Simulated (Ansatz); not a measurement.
Cells of ZnCu$_{2}$SnSe$_{4}$ relaxed with PBEsol (plane waves to 420 eV, PAW, scalar-relativistic; Ansatz, a first-principles code), each with a space-group label. One label is wrong.

**A**, labelled R-3m (No. 166)
```xyz
8
Lattice="2.1927 1.2660 9.9103 -2.1927 1.2660 9.9103 0.0000 -2.5319 9.9103" Properties=species:S:1:pos:R:3 pbc="T T T"
Cu     0.0000     0.0000     9.5056
Cu     0.0000     0.0000    20.2254
Se     0.0000     0.0000    26.0935
Se     0.0000     0.0000     3.6375
Se     0.0000     0.0000     7.1864
Se     0.0000     0.0000    22.5446
Sn     0.0000     0.0000     0.0000
Zn     0.0000     0.0000    14.8655
```

**B**, labelled R3m (No. 160)
```yaml
crystal:
  lattice:
    - [3.55091, 2.05012, 4.50587]
    - [-3.55091, 2.05012, 4.50587]
    - [0.00000, -4.10024, 4.50587]
  atoms:
    - { symbol: Cu, position: [0.73064, 0.73064, 0.73064] }
    - { symbol: Cu, position: [0.23403, 0.23403, 0.23403] }
    - { symbol: Se, position: [0.48039, 0.97450, 0.48039] }
    - { symbol: Se, position: [0.48039, 0.48039, 0.97450] }
    - { symbol: Se, position: [0.97450, 0.48039, 0.48039] }
    - { symbol: Se, position: [0.06863, 0.06863, 0.06863] }
    - { symbol: Sn, position: [0.50697, 0.50697, 0.50697] }
    - { symbol: Zn, position: [0.90018, 0.90018, 0.90018] }
```

**C**, labelled I4/mmm (No. 139)
```yaml
crystal:
  lattice:
    - [-3.33144, 3.33144, 4.93171]
    - [3.33144, -3.33144, 4.93171]
    - [3.33144, 3.33144, -4.93171]
  atoms:
    - { symbol: Cu, position: [0.73032, 0.73032, 0.00000] }
    - { symbol: Cu, position: [0.26968, 0.26968, 0.00000] }
    - { symbol: Se, position: [0.50000, 0.50000, 0.50000] }
    - { symbol: Se, position: [0.00000, 0.00000, 0.50000] }
    - { symbol: Se, position: [0.50000, 0.00000, 0.00000] }
    - { symbol: Se, position: [0.00000, 0.50000, 0.00000] }
    - { symbol: Sn, position: [0.00000, 0.00000, 0.00000] }
    - { symbol: Zn, position: [0.50000, 0.50000, 0.00000] }
```

**D**, labelled Fmm2 (No. 42)
```
CELL_PARAMETERS angstrom
      5.48987     0.00000     0.00000
      0.00000     5.48987     0.00000
      0.00000     0.00000     7.03686
ATOMIC_POSITIONS crystal
  Cu 0.50000 0.50000 0.66626
  Cu 0.50000 0.50000 0.33374
  Se 0.21455 0.24302 0.77146
  Se 0.78545 0.75699 0.77146
  Se 0.24302 0.78545 0.22854
  Se 0.75699 0.21455 0.22854
  Sn 0.00000 0.00000 0.50000
  Zn 0.50000 0.50000 0.00000
```

**Question.** Which label is wrong, and what should it be (tolerance 0.01 Å)?

**Answer.** D: its symmetry is P-4 (No. 81), tP8; a = 5.4899 Å, b = 5.4899 Å, c = 7.0369 Å, α = 90.00°, β = 90.00°, γ = 90.00°.

Each run could gain symmetry but not lose that of its start, so entries can be saddle points. All of these are generated cells (placed on structure types, drawn at random, substituted or restacked) that were not matched to a known phase here.

No spin polarisation in the result.
